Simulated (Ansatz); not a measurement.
One crystal and one scan (scan of one atom of the cell) at two levels, PBE (plane waves to 420 eV, PAW, scalar-relativistic; Ansatz, an electronic-structure program) and r2SCAN (plane waves to 500 eV, PAW, scalar-relativistic; Ansatz), each from its own relaxed cell and on its own mesh.

The crystal is GaP (zinc blende); one Ga atom of a 2-atom cell moves by s along Cartesian x, with its periodic images.

E stands for the smeared free energy. GaP was relaxed with its symmetry unable to fall. The PAW data are Ansatz's earlier set. As the smearing reaches across the gap at some points, energies and forces of such displacements shift with the k mesh and the smearing.

| quantity | run 1 | run 2 |
|---|---|---|
| Lattice constant a (Å) | 5.452 | 5.506 |
| Force constant k = d²E/ds² at s = 0 (finite differences) (eV/Å²) | 10.21 | 9.37 |

Problem. Which run is which level?

Solution. Run 2 is PBE, run 1 is r2SCAN. PBE gives the higher value for: lattice constant a. PBE gives the lower value for: force constant k = d²E/ds² at s = 0. Both give the same shape of the curve: a single well with its minimum at or next to zero displacement.

(For displaced atoms, the force is minus the slope of the energy, and its curvature is a force constant, which sets phonon frequencies.)
